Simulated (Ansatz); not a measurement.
ZnSnO3:
```
CELL_PARAMETERS angstrom
      2.63911     1.52369     4.67026
     -2.63911     1.52369     4.67026
      0.00000    -3.04738     4.67026
ATOMIC_POSITIONS crystal
  Zn 0.71546 0.71546 0.71546
  Zn 0.21546 0.21546 0.21546
  Sn 0.99778 0.99778 0.99778
  Sn 0.49778 0.49778 0.49778
  O  0.39425 0.78879 0.10512
  O  0.78879 0.10512 0.39425
  O  0.10512 0.39425 0.78879
  O  0.60512 0.28879 0.89425
  O  0.89425 0.60512 0.28879
  O  0.28879 0.89425 0.60512
```

x, y and z are the axes in which the lattice vectors are written.

Problem. Give the high-frequency dielectric tensor and the Born effective charge tensors of the independent atoms from DFPT, plane-wave PAW PBEsol (Ansatz code).

Solution. 
ε∞:
```
5.01  0.00  0.00
0.00  5.01  0.00
0.00  0.00  4.85
```
Z* of atom 1 (Zn), rows: field, columns: displacement, in e:
```
 2.40  -0.06   0.00
 0.06   2.40   0.00
 0.00   0.00   2.19
```
Z* of atom 3 (Sn), rows: field, columns: displacement, in e:
```
 4.22   0.32   0.00
-0.32   4.22   0.00
 0.00   0.00   4.26
```
Z* of atom 5 (O), rows: field, columns: displacement, in e:
```
-2.34   0.11  -0.33
 0.15  -2.07   0.43
-0.29   0.54  -2.15
```

Space group R3c. The cell was relaxed with PBEsol under the symmetry of its start. Spin–orbit coupling is left out wherever it is not named.

Potentials: the later of the program's two PAW sets.
